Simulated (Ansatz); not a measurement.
ZrO$_{2}$ (fluorite, Fm-3m), the program Ansatz at the PBE level (PAW), all energies at zero smearing, with the estimated change up to a 700 eV cutoff added, with one set of potentials and settings (totals compare only within such a set). Cell of 3 atoms (1 Zr, 2 O): -5323.832 eV.

| element | reference phase | E (eV/atom) |
|---|---|---|
| Zr | P6_3/mmc, 2 atoms in the cell | -4183.8362 |
| O | C2/m, 4 atoms in the cell, spin-polarised | -565.0000 |

Formation energy per atom, worked out: (-5323.832 − 1×(-4183.8362) − 2×(-565.0000))/3 = -3.332 eV/atom (-321 kJ per mol of atoms), at 0 K, without zero-point energy or fitted corrections.

This is a known high-temperature phase of the composition, computed here at zero pressure and temperature. The cell was relaxed with PBE under the symmetry of its start; its stability against distortions is not shown here. No spin polarisation was allowed. The references are the lowest solids computed at this level, not always the standard phases (solids in place of the gases).

Potentials: the later of the program's two PAW sets.
